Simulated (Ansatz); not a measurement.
**Cold compression of LiMg**

```yaml
crystal:
  lattice:
    - [3.41533, 0.00000, 0.00000]
    - [0.00000, 3.41533, 0.00000]
    - [0.00000, 0.00000, 3.41533]
  atoms:
    - { symbol: Li, position: [0.00000, 0.00000, 0.00000] }
    - { symbol: Mg, position: [0.50000, 0.50000, 0.50000] }
```

The base volume is that of a database entry, with shape and atoms relaxed on PAW files at held volume, so it needn't be at zero pressure; the structure needn't be the stable phase, at rest or compressed.

Its volume is scaled, and at each volume shape and atoms are relaxed on PAW files; all methods then take that cell.

Computed with Ansatz 0.2.0; functional PBEsol, scalar-relativistic. Settings: a Γ-centred 11×11×11 k mesh, Fermi–Dirac smearing of 0.05 eV, no spin polarisation. Methods: LAPW: all electrons, basis error target 1 meV/atom; PAW: frozen-core files, cutoff 420 eV; norm-conserving: pseudopotentials, cutoff 1143 eV.

Energies are extrapolated to zero smearing and count from the unscaled cell; pressure is positive in compression; gaps take the mesh and a band path. No temperature or zero-point motion is included.

The PAW files were made under PBE.

```tsv
V/V0	V (Å³/atom)	P LAPW (GPa)	ΔE LAPW (eV/atom)	P PAW − LAPW (GPa)	ΔE PAW − LAPW (meV/atom)	space group	shortest distance (Å)
1.00	19.92	-0.02	0.000	0.01	0.0	Pm-3m	2.958
0.70	13.94	18.11	0.254	0.00	0.4	Pm-3m	2.626
0.60	11.95	?	?	-0.01	0.4	Pm-3m	2.495
0.40	7.97	130.2	2.332	-0.08	-0.4	Pm-3m	2.179
```

What belongs in the row "0.60", column "ΔE LAPW (eV/atom)"?

0.570.

What belongs in the row "0.60", column "P LAPW (GPa)"?

34.5.

At the smallest volume, how far does norm-conserving lie from LAPW in pressure?

norm-conserving: +0.76 GPa, on a LAPW pressure of 130.2 GPa.

How do the Löwdin populations by LAPW change from the unscaled cell to the last row?

Li 2s 1.13 → 1.19, Mg 3s 1.31 → 1.38 electrons an atom. These are projections on the shells that the free atoms fill; 0.57 e a cell lies outside them at the start and 0.48 e at the end.
